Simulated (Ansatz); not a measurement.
This In₃Sb₂As structure is the end of a relaxation. The cell was found from a structure generator's guess, not taken from experiment.

Computed with Ansatz 0.2.0, DFT PBE, scalar-relativistic, plane waves, PAW. Cutoff 420 eV, Γ-centred mesh, Gaussian smearing, no spin polarisation.

```xyz
6
Lattice="6.0020 0.0000 0.0000 0.0000 8.8712 0.0000 0.0000 0.0000 3.0663" Properties=species:S:1:pos:R:3 pbc="T T T"
In    0.0000    7.3245    2.7865
In    0.0000    4.4356    1.2471
In    0.0000    1.5467    2.7865
Sb    3.0010    7.3057    0.4205
Sb    3.0010    1.5655    0.4205
As    3.0010    4.4356    0.7712
```

The zero of energy is the elements' standard structures at the same level; no fitted shifts are applied.

Problem. Find its symmetry and describe it.

Solution. Pmm2 (No. 25). Conventional cell: a = 6.002 Å, b = 8.871 Å, c = 3.066 Å. In on a site of symmetry m is surrounded by 5 In at 3.07–3.27 Å, 2 Sb at 3.08 Å and 2 Sb at 3.82 Å; In on a site of symmetry mm2 has 2 As at 3.04 Å, 2 In at 3.07 Å and 4 In at 3.27 Å; Sb has 1 As at 2.89 Å, 3 Sb at 3.07–3.13 Å and 2 In at 3.08 Å; As has 2 Sb at 2.89 Å, 2 In at 3.04 Å and 2 As at 3.07 Å.

Problem. How far does it lie from the elements in energy?

Solution. +0.06 eV/atom. The separate elements lie lower, so it is unstable against them.

Problem. Is it a metal?

Solution. Yes, bands cross the Fermi level on the 6×4×12 mesh.

The last run used a 6×4×12 mesh (in the run's order of axes) for its 6-atom cell and Gaussian smearing of 0.10 eV. Spin–orbit coupling, which can matter for Sb, is left out. The reference form of As is held partly by dispersion forces, which this level lacks. A structure relaxed within its symmetry needn't be a true minimum. Another cell of In3Sb2As relaxed alike, in P3m1, lies 209 meV/atom lower, so this cell isn't the stable form at this level.
